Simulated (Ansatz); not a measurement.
Theory: Ansatz 0.2.0, DFT PBE, scalar-relativistic, plane waves, PAW, and for the lanthanide a 4f-in-core norm-conserving potential. All cells share a 770 eV cutoff and Γ-centred k meshes spaced at most about 0.3 Å⁻¹ (about 0.25 or finer for metals, 2π included). No spin polarisation in the final relaxations.

These are static total energies at zero pressure. All come from trial cells, and lower structures may exist.

Question: These unrelaxed guesses for ErH₄ are each relaxed within their symmetry. Order them by the energy at which they end, lowest first.
1.

```
Er H
1.0
    -2.73832    2.73832    1.72087
     2.73832   -2.73832    1.72087
     2.73832    2.73832   -1.72087
Er H
1 4
Direct
  0.00000 0.00000 0.00000
  0.60243 0.20320 0.80562
  0.39757 0.79680 0.19438
  0.20320 0.39757 0.60077
  0.79680 0.60243 0.39923
```

2.

```
Er H
1.0
    -1.90140    1.90140    3.59506
     1.90140   -1.90140    3.59506
     1.90140    1.90140   -3.59506
Er H
1 4
Cartesian
  0.0000 0.0000 0.0000
  0.0000 0.0000 1.7616
  0.0000 0.0000 5.4285
  0.0000 1.9014 0.0000
  1.9014 0.0000 0.0000
```

3.

```
Er H
1.0
    -1.80050    1.80050    4.34398
     1.80050   -1.80050    4.34398
     1.80050    1.80050   -4.34398
Er H
1 4
Direct
  0.00000 0.00000 0.00000
  0.75000 0.25000 0.50000
  0.25000 0.75000 0.50000
  0.38299 0.38299 0.00000
  0.61701 0.61701 0.00000
```

4.

```
Er H
1.0
     3.83474    0.00000    0.00000
     0.00000    3.83474    0.00000
     0.00000    0.00000    3.83474
Er H
1 4
Direct
  0.50000 0.50000 0.50000
  0.00000 0.00000 0.00000
  0.50000 0.50000 0.00000
  0.50000 0.00000 0.50000
  0.00000 0.50000 0.50000
```

Answer: 1 (ends in I4/mmm, 0 meV/atom), 3 (ends in I4/mmm, 43 meV/atom), 2 (ends in I4/mmm, 0.40 eV/atom), 4 (ends in Pm-3m, 0.48 eV/atom).

H stands nearly free of neighbours here, and without spin polarisation the energy of such atoms comes out too high. With hydrogen, zero-point motion can shift such differences by 10 meV/atom or more. Cells relaxed within their symmetry can be saddle points. Some types were kept out of the candidates beforehand, so the set may lack a known form.

The lanthanide is trivalent by construction, without f bands, f moments or other valences.
